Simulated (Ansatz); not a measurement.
**Structure search: one TmF4 candidate**

The calculation used Ansatz 0.2.0, DFT PBE, scalar-relativistic, plane waves, PAW, and for the lanthanide a 4f-in-core norm-conserving potential. Cutoff 690 eV, Gaussian smearing, Γ-centred meshes. Cell and atoms relax first on a coarse mesh and then on a finer one. In between, the cell is made exact in the group found at 0.06 Å. In metals the finer mesh still leaves noise of several meV/atom or more. The steps can't lower the symmetry of their start. No spin polarisation.

The cell of TmF4 is invented: random cell by space group and Wyckoff sites (P4/mmm, No. 123). Lengths were set from tabulated atomic sizes, so they are only a guess.

```
Tm F
1.0
     4.21611    0.00000    0.00000
     0.00000    4.21611    0.00000
     0.00000    0.00000    4.73880
Tm F
1 4
Direct
  0.00000 0.00000 0.00000
  0.37211 0.00000 0.00000
  0.62789 0.00000 0.00000
  0.00000 0.37211 0.00000
  0.00000 0.62789 0.00000
```

The zero of energy is the elements' standard structures at the same level (F₂ as a molecule); no fitted shifts are applied.

Task: Describe the relaxed structure.

Result: The symmetry stays P4/mmm (No. 123). The volume per atom grows by 277.1 %, from 16.8 to 63.5 Å³. The shortest distance goes from 1.08 Å (F–F) to 2.02 Å (Tm–F). The energy falls by about 9.7 eV/atom (the start's value is from the coarse mesh). Conventional cell: a = 6.428 Å, c = 7.687 Å. Tm has 4 F at 2.02 Å; F is surrounded by 1 Tm at 2.02 Å and 1 F at 2.39 Å.

Space group P4/mmm (No. 123). a = 6.428 Å, b = 6.428 Å, c = 7.687 Å, α = 90.00°, β = 90.00°, γ = 90.00°
```json
{"atom": "Tm", "site": "1a", "symmetry": "4/mmm", "x": "0.0000", "y": "0.0000", "z": "0.0000"}
{"atom": "F", "site": "4l", "symmetry": "m2m.", "x": "0.3144", "y": "0.0000", "z": "0.0000"}
```

Task: Give its energy and gap.

Result: The formation energy is −2.52 eV/atom and the gap on the 6×6×6 mesh of the 5-atom cell is 0 eV (a metal).

The last run used Gaussian smearing of 0.10 eV. No dispersion correction is applied, so the spacing and binding between layers, chains or molecules are poorly described. An odd number of valence electrons (the lanthanide is held trivalent, its 4f shell in the core) allows no gap without spin; another valence of the lanthanide, a larger cell or a magnetic state could open one. The cell is a metal run without spin; a magnetic state may lie lower. Symmetry constrained the relaxation, so the result can be a saddle point. In all, the 4 runs took 28 min on 1 thread of Intel(R) Xeon(R) Processor @ 2.50GHz (Skylake/Cascade Lake) (shared host). Another cell of TmF4 relaxed alike, in Im-3m, lies 0.63 eV/atom lower, so this cell isn't the stable form at this level.

The lanthanide is trivalent by construction, without f bands, f moments or other valences. The reference runs of the other elements, and any phases without the lanthanide, used 420 eV, which shifts energies against them by under 10 meV/atom. The lanthanide's reference is the lowest of its hcp, dhcp and fcc cells.
